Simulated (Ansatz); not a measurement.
Si2W (MoSi2 or CaC2 type), relaxed with r²SCAN (Ansatz, a first-principles code, plane waves, PAW): a = 3.2120 Å, b = 3.2120 Å, c = 7.8067 Å, α = 90.00°, β = 90.00°, γ = 90.00°.

```
Quantity        Value
--------------  -----
ΔH_f (eV/atom)  -0.31
```

Task: The same phase is relaxed and computed with PBE in the same code. What are the cell and these values now?

Result: a = b = 3.2293 Å, c = 7.8680 Å, α = β = γ = 90.00°.

- ΔH_f (eV/atom) = -0.34

All cells were relaxed under the symmetry of their starts (and spin orders); stability against distortions was not tested throughout. Rows with no word on spin ran without spin polarisation. Spin–orbit coupling is left out wherever it is not named.

Potentials: the earlier of the program's two PAW sets.

Ansatz is a plane-wave DFT program.

Formation energies count from the lowest solids of the elements computed at the same level, not from gases.
